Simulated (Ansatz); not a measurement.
A relaxed 1×1 slab of 6 planes, cut along (100) from a diamond crystal of one element, has a cell area of 16.11 Å² and a bulk spacing of 1.419 Å between its first planes. All-electron LAPW in Ansatz 0.2.0 (PBEsol, scalar-relativistic, no spin polarisation) gives γ = 1.55 J/m², Φ = 4.97 eV and a change of the outer spacing of 0.0 %. The diamond structure needn't be the element's own.

Problem. Which element is it?

Solution. Ge. Other candidates weren't computed, and some may come near.
